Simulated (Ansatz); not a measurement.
Given:

NiSi2 (fluorite type, space group Fm-3m)

```yaml
crystal:
  lattice:
    - [0.00000, 2.69352, 2.69352]
    - [2.69352, 0.00000, 2.69352]
    - [2.69352, 2.69352, 0.00000]
  atoms:
    - { symbol: Ni, position: [0.00000, 0.00000, 0.00000] }
    - { symbol: Si, position: [0.25000, 0.25000, 0.25000] }
    - { symbol: Si, position: [0.75000, 0.75000, 0.75000] }
```

The volume is varied about the relaxed value V₀ at fixed cell shape. Symmetry pins the atoms to their sites.

Level of theory: r2SCAN (plane waves to 500 eV, PAW, scalar-relativistic; Ansatz, a first-principles code). k mesh 16×16×16 (Γ-centred), Fermi-Dirac smearing 0.05 eV. Energies are smeared free energies. Stress and pressure are positive under compression. On this mesh the relaxed cell isn't quite at rest: it carries a pressure of -0.2 GPa (compression positive) at the zero of the scan. NiSi2 is run without spin polarisation. NiSi2 was relaxed with its symmetry unable to fall. ΔE is measured from the relaxed starting cell.

The scan covers V/V₀ from 0.940 to 1.060 in 9 points.

### Question
What is ΔE at V/V₀ = 0.940?

### Answer
26 meV/atom.

### Question
What is ΔE at V/V₀ = 1.060?

### Answer
22 meV/atom.

### Question
What pressure does the cell carry at V/V₀ = 0.940?

### Answer
11.6 GPa.

(A scan under strain: stresses follow from slopes of the energy per volume, elastic moduli from its curvatures.)
